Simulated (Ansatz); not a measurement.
A relaxation computed with Ansatz, from input to last step.

```yaml
crystal:
  lattice:
    - [2.03573705, 2.03573705, 4.0714741]
    - [-2.03573705, -2.03573705, 4.0714741]
    - [6.10721115, -4.0714741, 2.03573705]
  atoms:
    - { symbol: B, position: [0.1994338497, 0.9982261525, 0.5970145323] }
    - { symbol: B, position: [0.4032572708, 0.0015462684, 0.2034326427] }
    - { symbol: B, position: [0.2971510815, 0.4988851159, 0.4012969844] }
    - { symbol: B, position: [0.7987219256, 0.9964908575, 0.3985109014] }
    - { symbol: B, position: [0.7008938234, 0.4974955828, 0.6005267968] }
    - { symbol: "N", position: [0.5799393861, 0.876754245, 0.5964378332] }
    - { symbol: "N", position: [0.4742866113, 0.3807075017, 0.8013841001] }
    - { symbol: "N", position: [0.9697453225, 0.8732761823, 0.800229559] }
    - { symbol: "N", position: [0.3694910475, 0.877914362, 0.0016101985] }
    - { symbol: "N", position: [0.7762716053, 0.8680105484, 0.2044225441] }
    - { symbol: "N", position: [0.6763465459, 0.3728354321, 0.4019125991] }
    - { symbol: "N", position: [0.1773258533, 0.8739517253, 0.3987295341] }
    - { symbol: "N", position: [0.082735575, 0.3752914139, 0.5967181815] }
    - { symbol: "N", position: [0.8713528893, 0.3785559375, 0.0018925307] }
    - { symbol: "N", position: [0.2795237118, 0.3796810188, 0.2005903397] }
    - { symbol: Ga, position: [0.0965839756, 0.4955628602, 0.7994458455] }
    - { symbol: Ga, position: [0.594930434, 0.0046915984, 0.8032253908] }
    - { symbol: Ga, position: [0.0012642463, 0.001165629, 0.9999733854] }
    - { symbol: Ga, position: [0.5017474614, 0.5017672666, 0.9976226526] }
    - { symbol: Tl, position: [0.8988374278, 0.5000674978, 0.2010610672] }
  symmetry: { detect: false }
basis:
  ecutwfc: 420
kpoints:
  mp_grid: { grid: [3, 3, 2], shift: [0.0, 0.0, 0.5] }
hamiltonian:
  xc: pbe
scf:
  occupations: { method: gaussian, width: 0.1 }
  lower_state_search: "off"
output:
  forces: true
  stress: true
  eigenvalues: true
relax:
  adjacent_minimum: "off"
  f_tol: 0.04
  max_steps: 50
  cell: { stress_tol: 0.3 }
```

```bash
ansatz run input.yaml --threads 4 --pin off --max-ram 9216MiB --backend cpu --events-out ev --progress --plain --runs-dir out
```

Method: Ansatz 0.2.0, DFT PBE, scalar-relativistic, plane waves, PAW.

Of 19 frames 10 are shown, positions in Å and forces in eV/Å; the SCF threshold varies from step to step. Steps run on the plane waves of an earlier cell, with a Pulay correction in the pressure. The basis is chosen afresh for the last frame, the zero of the energies, and at times for earlier ones too; energy and pressure can step there, also at an unchanged geometry. Here that happened at step 14 (-17 meV/atom, 2.0 GPa); frames between the last choice of the basis and such a step carry an error that grows, as the cell changes, to that size.

```xyz
20
Lattice="2.0357 2.0357 4.0715 -2.0357 -2.0357 4.0715 6.1072 -4.0715 2.0357" Properties=species:S:1:pos:R:3:forces:R:3 pbc="T T T" step=1 free_energy_over_end_meV_per_atom=965.45 pressure_GPa=52.60
B     2.0200   -4.0569    6.0916   -0.2669    0.4080    0.0772
B     2.0602   -0.0105    2.0623    0.2690   -0.4130    0.5138
B     2.0401   -2.0445    4.0580    0.6918    0.6289   -0.1525
B     2.0312   -2.0251    8.1204   -0.1507   -1.0043   -0.1917
B     4.0816   -2.0310    6.1017   -0.4575    0.1490   -0.6252
N     3.0383   -3.0326    7.1451   -3.1404    3.3633   -3.9553
N     5.0847   -3.0723    5.1125   -4.3526    4.0549    2.9823
N     5.0836   -3.0617    9.1329   -3.1810    3.9204    4.2668
N    -1.0252   -1.0416    5.0821    4.4714   -3.4054    4.4703
N     1.0617   -1.0191    7.1108   -8.4293  -15.1251    8.5640
N     3.0724   -1.0185    5.0899   10.3327  -10.0974   -9.9516
N     1.0170   -3.0416    5.0920    0.0449   -0.1530   -0.0633
N     3.0487   -3.0251    3.0796   -4.3041    3.9560   -4.6773
N     1.0148    0.9955    5.0928   -6.4592    7.3360   -6.4110
N     1.0212   -1.0206    3.0923   13.4784    5.3497    5.4459
Ga    4.0702   -4.0671    4.0384   -0.6679    0.7452    0.7987
Ga    6.1070   -2.0687    4.0765   -1.1964    0.9457    0.0545
Ga    6.1072   -4.0712    2.0456   -0.8366   -1.2195   -0.8610
Ga    6.0927   -4.0618    6.1167    0.6175   -0.3130    0.4887
Tl    2.0397   -0.0068    6.1049    3.5370    0.8735   -0.7732
20
Lattice="2.0754 2.0661 4.0911 -2.0652 -2.0669 4.0864 6.3542 -4.2741 2.0524" Properties=species:S:1:pos:R:3:forces:R:3 pbc="T T T" step=3 free_energy_over_end_meV_per_atom=162.46 pressure_GPa=3.71
B     2.0433   -4.1166    6.1078    0.2565   -0.3083   -0.9251
B     2.2271   -0.1478    2.1107   -0.2326    0.1270    0.5512
B     2.2265   -2.1337    4.0272   -0.0097    0.4328   -0.6202
B     2.1503   -2.2239    8.1096   -0.1570   -0.2633   -0.4099
B     4.2133   -2.1200    6.0966    0.0377   -0.0508   -1.0567
N     3.1059   -3.0624    7.0372   -0.7930    0.6820   -0.4207
N     5.2045   -3.1302    5.2563   -1.6440    1.3762    1.2383
N     5.1240   -3.0578    9.3424   -0.8947    1.2499    1.3976
N    -0.8770   -1.2014    5.2858    1.0920   -0.7290    1.3733
N     1.0887   -1.3287    7.2400   -1.5339   -3.6183    1.2701
N     3.3679   -1.2859    4.9363    2.0154   -1.9620   -1.8541
N     1.1127   -3.1598    5.0822    0.2064   -0.2975    0.4306
N     3.0453   -3.0655    2.9377   -1.3025    1.4084   -0.7081
N     0.9193    1.1504    5.1765   -0.9166    1.0934   -0.6029
N     1.3394   -1.0550    3.1726    3.6298    0.8974    0.7729
Ga    4.0886   -4.0881    4.1036   -0.0441    0.2251    0.1001
Ga    6.2858   -2.1404    4.0738   -0.2252    0.1108   -0.0798
Ga    6.3662   -4.2646    2.0382   -0.2137   -0.1439   -0.0553
Ga    6.3781   -4.3041    6.1371    0.0978   -0.2139    0.1490
Tl    2.1981   -0.1120    6.0941    0.6313   -0.0155   -0.5502
20
Lattice="2.1375 2.1577 4.0772 -2.1100 -2.1091 4.0391 6.3588 -4.2354 2.0253" Properties=species:S:1:pos:R:3:forces:R:3 pbc="T T T" step=5 free_energy_over_end_meV_per_atom=89.15 pressure_GPa=-0.87
B     1.9636   -4.1302    5.9547   -0.3588    0.3257   -0.3893
B     2.2707   -0.0954    2.1343    0.1911   -0.2991   -0.4610
B     2.2942   -2.0542    3.9147   -0.5682   -0.3127    0.0697
B     2.0831   -2.3312    7.9232    0.1628    0.1279   -0.3751
B     4.2155   -2.0602    5.9782   -0.1239   -0.1396   -0.1452
N     3.1100   -2.9769    6.9298   -0.0864    0.1297    0.4943
N     5.1654   -3.0433    5.2653   -0.0383    0.1469    0.0708
N     5.1035   -2.9132    9.3173    0.0683    0.0474    0.0352
N    -0.8469   -1.2325    5.3198    0.0247    0.0171    0.0894
N     1.0423   -1.4155    7.2160    0.2059    0.0663    0.0902
N     3.4552   -1.3192    4.7758    0.2765    0.1289    0.0744
N     1.1335   -3.1000    5.0936    0.0692   -0.2205   -0.0431
N     2.9707   -2.9895    2.8238    0.1158    0.1105    0.1997
N     0.9281    1.2390    5.1851   -0.0256    0.0030   -0.1141
N     1.4595   -0.9825    3.1638    0.0170   -0.2072   -0.0793
Ga    4.0221   -4.0102    4.0723   -0.0200    0.0417   -0.0850
Ga    6.3082   -2.0213    4.0868   -0.0748    0.0173   -0.0639
Ga    6.3818   -4.2308    2.0672   -0.0592   -0.0363    0.1890
Ga    6.4099   -4.2568    6.1273    0.0520    0.1096    0.1992
Tl    2.3074   -0.0969    6.1005    0.1715   -0.0564    0.2440
20
Lattice="2.2709 2.3071 4.1795 -2.0735 -2.0706 3.9625 6.2980 -4.0508 2.0653" Properties=species:S:1:pos:R:3:forces:R:3 pbc="T T T" step=7 free_energy_over_end_meV_per_atom=64.99 pressure_GPa=3.44
B     1.8661   -4.0227    5.8157   -1.0345   -0.6047   -0.3038
B     2.3399    0.0128    2.1178   -0.3480    0.3787    0.3004
B     2.2689   -1.9247    3.9342   -0.3498   -0.2909    1.1111
B     2.0517   -2.2724    7.7357    0.5812   -0.1548    0.1230
B     4.2414   -1.8895    5.9941   -0.4473   -0.7684    0.1119
N     3.2725   -2.6896    7.0264    0.2483    1.1970    0.0236
N     5.2037   -2.8405    5.3427    0.0991    0.4400   -0.5571
N     5.2269   -2.6078    9.3831   -0.4060    0.7365   -0.0411
N    -0.7868   -1.1334    5.2745    0.0935   -0.0537   -0.0147
N     1.1288   -1.2145    7.1971   -0.0373   -0.3065   -0.1274
N     3.5083   -1.1502    4.7989   -0.2501   -0.0479   -0.0996
N     1.2708   -2.8237    5.1548    0.6211   -0.3081   -0.6770
N     2.9708   -2.8239    2.8385    0.2518    0.4790   -0.2279
N     1.0893    1.3460    5.2955   -0.2989    0.0579   -0.3463
N     1.4850   -0.8608    3.1713    0.5198    0.0665   -0.0988
Ga    4.0243   -3.7919    4.0912    0.5051   -0.4381    0.0563
Ga    6.3594   -1.7486    4.2056    0.2039   -0.5796    0.2873
Ga    6.3366   -4.0217    2.1427   -0.1121   -0.3464    0.3201
Ga    6.4674   -3.9447    6.2414    0.4178    0.3458    0.3204
Tl    2.5382    0.0983    6.2618   -0.2576    0.1979   -0.1602
20
Lattice="2.4227 2.4961 4.2896 -2.0318 -2.0366 3.8644 6.3546 -3.9929 2.1019" Properties=species:S:1:pos:R:3:forces:R:3 pbc="T T T" step=9 free_energy_over_end_meV_per_atom=25.38 pressure_GPa=1.51
B     1.8258   -3.9890    5.6849    0.0611    0.0481    0.4556
B     2.4397    0.1467    2.1813   -0.2279   -0.2621   -0.0421
B     2.3286   -1.8384    4.0213    0.2244    0.0439    0.0094
B     2.1909   -2.1342    7.6969    0.1048   -0.4545   -0.0770
B     4.2003   -1.9358    5.9088   -0.0025   -0.2683   -0.2048
N     3.4868   -2.4139    7.1052    0.0585    0.0048   -0.0172
N     5.3169   -2.7093    5.3275    0.0363    0.0473    0.2294
N     5.4182   -2.3081    9.4091    0.1290   -0.3082   -0.2101
N    -0.6756   -1.0187    5.2054   -0.0812    0.0473    0.0985
N     1.2797   -1.0755    7.1322   -0.0483    0.3091    0.3224
N     3.5740   -1.0291    4.8626   -0.0238    0.3837    0.0701
N     1.4422   -2.6852    5.1071   -0.4063    0.1519   -0.3075
N     3.1206   -2.6155    2.9224    0.2804    0.2116    0.4322
N     1.2597    1.4859    5.3434   -0.1799   -0.0427   -0.0320
N     1.5819   -0.7545    3.1946    0.0078    0.1189   -0.0821
Ga    4.1622   -3.7228    4.0487   -0.3765   -0.2501   -0.3909
Ga    6.5254   -1.5843    4.3425    0.3657    0.1673   -0.1990
Ga    6.4109   -3.9519    2.1990   -0.0141    0.0523   -0.1573
Ga    6.6738   -3.7049    6.2987    0.0150   -0.1993    0.2215
Tl    2.7959    0.3228    6.4175    0.0775    0.1989   -0.1192
20
Lattice="2.4073 2.5119 4.2847 -2.0374 -2.0448 3.8663 6.3498 -4.0303 2.0816" Properties=species:S:1:pos:R:3:forces:R:3 pbc="T T T" step=11 free_energy_over_end_meV_per_atom=20.13 pressure_GPa=0.45
B     1.8227   -3.9910    5.7007   -0.0685   -0.0034    0.1348
B     2.4192    0.1432    2.1818   -0.0503   -0.0882   -0.0483
B     2.3334   -1.8226    4.0345    0.0155   -0.0108   -0.1324
B     2.1904   -2.1670    7.6728   -0.0428    0.1002    0.0444
B     4.1827   -1.9848    5.8638    0.0855   -0.1915   -0.0880
N     3.4815   -2.4435    7.0718    0.0067   -0.0646    0.0164
N     5.3072   -2.7490    5.2989   -0.1122    0.1101    0.1178
N     5.3755   -2.3362    9.3876    0.0890   -0.0668   -0.0742
N    -0.7031   -1.0246    5.2159    0.0269    0.0317   -0.0078
N     1.2760   -1.0755    7.1452   -0.0378    0.0712    0.0056
N     3.5794   -1.0198    4.8617   -0.0637    0.0727    0.0872
N     1.4131   -2.6929    5.0905   -0.0768    0.1004    0.0000
N     3.1425   -2.5793    2.9554    0.2411   -0.0051    0.0486
N     1.2306    1.4879    5.3303   -0.0870   -0.0098    0.0176
N     1.5726   -0.7527    3.1909    0.0419    0.0719    0.0738
Ga    4.1221   -3.7834    4.0058   -0.0482   -0.0744   -0.1347
Ga    6.5204   -1.6062    4.3190    0.0500   -0.0485   -0.1368
Ga    6.3888   -3.9891    2.1652    0.1099   -0.0687    0.0560
Ga    6.6500   -3.7625    6.2845   -0.0414   -0.0861    0.0151
Tl    2.7937    0.3247    6.4013   -0.0380    0.1595    0.0048
20
Lattice="2.3989 2.5165 4.3047 -2.0347 -2.0468 3.8878 6.3280 -4.0324 2.0865" Properties=species:S:1:pos:R:3:forces:R:3 pbc="T T T" step=13 free_energy_over_end_meV_per_atom=19.27 pressure_GPa=-0.02
B     1.8218   -3.9894    5.7346   -0.0055   -0.0052    0.0077
B     2.4124    0.1419    2.1850   -0.0135    0.0030    0.0088
B     2.3362   -1.8093    4.0512   -0.0101   -0.0081   -0.0111
B     2.1805   -2.1520    7.7223    0.0027    0.0060    0.0196
B     4.1555   -1.9980    5.8835    0.0077   -0.0029   -0.0085
N     3.4629   -2.4473    7.1028    0.0022   -0.0053   -0.0043
N     5.2770   -2.7546    5.3204   -0.0059    0.0067    0.0109
N     5.3521   -2.3496    9.4224    0.0034   -0.0084   -0.0132
N    -0.7080   -1.0336    5.2391    0.0145    0.0175    0.0062
N     1.2686   -1.0660    7.1839   -0.0132    0.0132   -0.0114
N     3.5665   -0.9991    4.9001   -0.0049    0.0081    0.0113
N     1.4062   -2.6886    5.1154    0.0078   -0.0051    0.0072
N     3.1629   -2.5563    2.9856    0.0096   -0.0070    0.0021
N     1.2140    1.4823    5.3480   -0.0074   -0.0043   -0.0155
N     1.5723   -0.7431    3.2096    0.0010   -0.0105   -0.0134
Ga    4.0958   -3.8036    4.0121   -0.0005    0.0077   -0.0069
Ga    6.4914   -1.6189    4.3232   -0.0019   -0.0072   -0.0069
Ga    6.3681   -4.0086    2.1675   -0.0034   -0.0029    0.0198
Ga    6.6140   -3.7727    6.3076   -0.0030   -0.0123    0.0137
Tl    2.7783    0.3450    6.4385    0.0203    0.0169   -0.0162
20
Lattice="2.4497 2.5880 4.3524 -2.0343 -2.0516 3.8765 6.3315 -4.0071 2.1005" Properties=species:S:1:pos:R:3:forces:R:3 pbc="T T T" step=15 free_energy_over_end_meV_per_atom=0.98 pressure_GPa=-0.07
B     1.8231   -3.9701    5.7347    0.1226    0.0437    0.0507
B     2.4327    0.1796    2.2139   -0.0189    0.0155   -0.1003
B     2.3580   -1.7723    4.0715   -0.1032   -0.0564   -0.0423
B     2.2093   -2.1043    7.7383   -0.0463   -0.0025   -0.0372
B     4.1765   -1.9609    5.8966   -0.0406    0.0336    0.0581
N     3.5022   -2.3855    7.1332   -0.0241   -0.0537    0.0244
N     5.3016   -2.7115    5.3396    0.0450   -0.0069    0.0340
N     5.3962   -2.2684    9.4606    0.0234    0.0106    0.0419
N    -0.6858   -1.0021    5.2560   -0.0119   -0.0121   -0.0470
N     1.3025   -1.0144    7.2029    0.0373    0.0595    0.0319
N     3.5908   -0.9481    4.9258    0.0381    0.0146    0.0171
N     1.4322   -2.6527    5.1368    0.0010   -0.0229   -0.0083
N     3.1841   -2.5200    3.0112    0.0045    0.0009    0.0260
N     1.2543    1.5348    5.3732    0.0373    0.0224    0.0723
N     1.5897   -0.7148    3.2248   -0.0046   -0.0062   -0.0108
Ga    4.1055   -3.7874    4.0237    0.0007   -0.0087   -0.0557
Ga    6.5266   -1.5502    4.3749   -0.0102   -0.0427   -0.0850
Ga    6.3717   -3.9823    2.1880   -0.0137    0.0033   -0.0591
Ga    6.6487   -3.7116    6.3482   -0.0418   -0.0006   -0.0022
Tl    2.8422    0.4184    6.4826    0.0056    0.0085    0.0921
20
Lattice="2.4431 2.5808 4.3425 -2.0363 -2.0517 3.8746 6.3351 -4.0146 2.0949" Properties=species:S:1:pos:R:3:forces:R:3 pbc="T T T" step=17 free_energy_over_end_meV_per_atom=0.64 pressure_GPa=0.02
B     1.8317   -3.9737    5.7315    0.0254    0.0057    0.0026
B     2.4277    0.1711    2.1971    0.0157    0.0354    0.0110
B     2.3471   -1.7845    4.0604    0.0411    0.0254    0.0145
B     2.1995   -2.1117    7.7303    0.0332   -0.0033    0.0148
B     4.1742   -1.9624    5.8937    0.0201   -0.0071   -0.0133
N     3.4915   -2.3992    7.1218   -0.0077   -0.0056   -0.0032
N     5.3025   -2.7151    5.3392    0.0133   -0.0102   -0.0168
N     5.3943   -2.2811    9.4459   -0.0144    0.0112    0.0039
N    -0.6917   -1.0105    5.2398    0.0083   -0.0099    0.0004
N     1.2964   -1.0197    7.1932   -0.0074    0.0068   -0.0119
N     3.5955   -0.9485    4.9253   -0.0741   -0.0185    0.0051
N     1.4294   -2.6607    5.1236   -0.0042   -0.0161    0.0058
N     3.1875   -2.5228    3.0076   -0.0048    0.0042   -0.0150
N     1.2524    1.5299    5.3731    0.0044    0.0024    0.0114
N     1.5892   -0.7170    3.2190   -0.0158   -0.0140   -0.0114
Ga    4.1081   -3.7914    4.0166    0.0194   -0.0135    0.0095
Ga    6.5224   -1.5673    4.3542   -0.0218    0.0097    0.0007
Ga    6.3710   -3.9938    2.1722    0.0022   -0.0107   -0.0004
Ga    6.6491   -3.7207    6.3380   -0.0094    0.0057   -0.0008
Tl    2.8351    0.4084    6.4811   -0.0234    0.0024   -0.0068
20
Lattice="2.4421 2.5817 4.3412 -2.0368 -2.0522 3.8739 6.3344 -4.0162 2.0930" Properties=species:S:1:pos:R:3:forces:R:3 pbc="T T T" step=19 free_energy_over_end_meV_per_atom=0.00 pressure_GPa=0.01
B     1.8317   -3.9735    5.7293    0.0006   -0.0017    0.0046
B     2.4289    0.1731    2.1967   -0.0049   -0.0008    0.0029
B     2.3505   -1.7811    4.0607   -0.0031   -0.0033   -0.0040
B     2.1986   -2.1133    7.7295   -0.0097    0.0023   -0.0085
B     4.1716   -1.9653    5.8907    0.0052   -0.0021    0.0005
N     3.4890   -2.4020    7.1194    0.0007    0.0011   -0.0008
N     5.3009   -2.7162    5.3354   -0.0078    0.0006    0.0036
N     5.3920   -2.2810    9.4425    0.0033   -0.0006   -0.0043
N    -0.6913   -1.0098    5.2386   -0.0050    0.0014   -0.0005
N     1.2957   -1.0199    7.1919    0.0038   -0.0060    0.0012
N     3.5883   -0.9521    4.9225    0.0004    0.0038   -0.0063
N     1.4289   -2.6608    5.1222    0.0001   -0.0015    0.0008
N     3.1864   -2.5233    3.0046    0.0048   -0.0008    0.0039
N     1.2520    1.5303    5.3722   -0.0022   -0.0032   -0.0016
N     1.5880   -0.7169    3.2164    0.0070    0.0052    0.0066
Ga    4.1070   -3.7935    4.0136   -0.0016    0.0017   -0.0030
Ga    6.5206   -1.5681    4.3523    0.0031    0.0069    0.0001
Ga    6.3708   -3.9957    2.1711    0.0007   -0.0008    0.0000
Ga    6.6472   -3.7215    6.3340    0.0076   -0.0016    0.0043
Tl    2.8337    0.4081    6.4807   -0.0028   -0.0008    0.0004
```

The run took 55 s on 4 threads of Intel(R) Xeon(R) 6975P-C (Granite Rapids) (shared host), peak memory 0.76 GiB.

The k mesh is coarse. Spin–orbit coupling is left out, which can shift energies with elements as heavy as these.